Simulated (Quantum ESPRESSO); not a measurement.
**Kohn-Sham bands of AlInSb₂ (P-4m2)**

```xyz
4
Lattice="4.5062 0.0000 0.0000 0.0000 4.5062 0.0000 0.0000 0.0000 6.3488" Properties=species:S:1:pos:R:3 pbc="T T T"
Al     0.0000     0.0000     0.0000
In     2.2531     2.2531     3.1744
Sb     0.0000     2.2531     1.4816
Sb     2.2531     0.0000    -1.4816
```

Cell from Materials Project (mp-1228890), symmetrised, no further relaxation. Not found in the COD (Crystallography Open Database) copy used; not checked further. Method: PBEsol plane waves in Quantum ESPRESSO 7.5 (PseudoDojo norm-conserving files, 64 Ry, no spin polarisation, no spin-orbit coupling), Bloch states on a 8×8×6 mesh through Γ, Wannier90 4.0.1. Density: 8×8×6 mesh, Gaussian smearing 0.01 Ry. Spin-orbit coupling is left out although heavy elements are present.

Energies are relative to the valence-band maximum; weights are on the orthonormalised atomic waves of the pseudopotential files, averaged over the group. 46 electrons a cell are treated as valence.

### Question
Into which isolated groups do the bands fall, where do they lie and what are they made of?

### Answer
| bands | from (eV) | to (eV) | filling | weight on atomic waves |
|---|---|---|---|---|
| 1–10 | -28.41 | -28.38 | filled | Sb 4d 100 % |
| 11–15 | -14.46 | -14.34 | filled | In 4d 99 % |
| 16–17 | -10.63 | -8.71 | filled | Sb 5s 62 %, Al 3p 11 %, In 5p 10 % |
| 18–23 | -5.73 | 0.00 | filled | Sb 5p 57 %, Al 3p 12 %, In 5p 12 % |

The Kohn-Sham gap over both meshes and the path is 0.38 eV.
